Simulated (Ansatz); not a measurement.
## Fe, diamond: geometry optimisation

These are results of DFT, m-r2SCAN, plane waves (500 eV) with PAW, scalar-relativistic (Ansatz 0.2.0), not measurements. (PAW data from PBE, frozen cores regenerated.)

k-point mesh 11×11×11, Fermi-Dirac smearing 0.05 eV, starting moments 2.50 ×2 μB. Cell and atoms relax.

Starting structure:

```
CELL_PARAMETERS angstrom
0.00000 2.51451 2.51451
2.51451 0.00000 2.51451
2.51451 2.51451 0.00000
ATOMIC_POSITIONS crystal
Fe 0.12500 0.12500 0.12500
Fe 0.87500 0.87500 0.87500
```

Task: What cell does the relaxation end in?

Result: Fd-3m with a = 4.810 Å; 13.91 Å³ per atom against 15.90 at the start (-12.5 %).

Task: How much energy does the relaxation gain?

Result: 120.4 meV per atom.

Path of the relaxation (the plane waves are chosen anew near the end, which can shift the energy a little):

```json
{"step": "0", "E − E(final) (meV/atom)": "120.39", "V (Å³/atom)": "15.899", "P (GPa)": "-17.18", "max force (eV/Å)": "0.000"}
{"step": "1", "E − E(final) (meV/atom)": "18.03", "V (Å³/atom)": "14.643", "P (GPa)": "-7.85", "max force (eV/Å)": "0.000"}
{"step": "2", "E − E(final) (meV/atom)": "-0.08", "V (Å³/atom)": "13.731", "P (GPa)": "2.44", "max force (eV/Å)": "0.000"}
{"step": "3", "E − E(final) (meV/atom)": "-1.28", "V (Å³/atom)": "13.921", "P (GPa)": "-0.01", "max force (eV/Å)": "0.000"}
{"step": "4", "E − E(final) (meV/atom)": "0.01", "V (Å³/atom)": "13.921", "P (GPa)": "-0.13", "max force (eV/Å)": "0.000"}
{"step": "5", "E − E(final) (meV/atom)": "0.00", "V (Å³/atom)": "13.911", "P (GPa)": "0.00", "max force (eV/Å)": "0.000"}
{"step": "6", "E − E(final) (meV/atom)": "0.00", "V (Å³/atom)": "13.911", "P (GPa)": "0.00", "max force (eV/Å)": "0.000"}
```

Task: Which magnetic state does it end in?

Result: non-magnetic.

m-r²SCAN is r²SCAN on the gauge-invariant kinetic-energy density; without spin polarisation the two are equal.
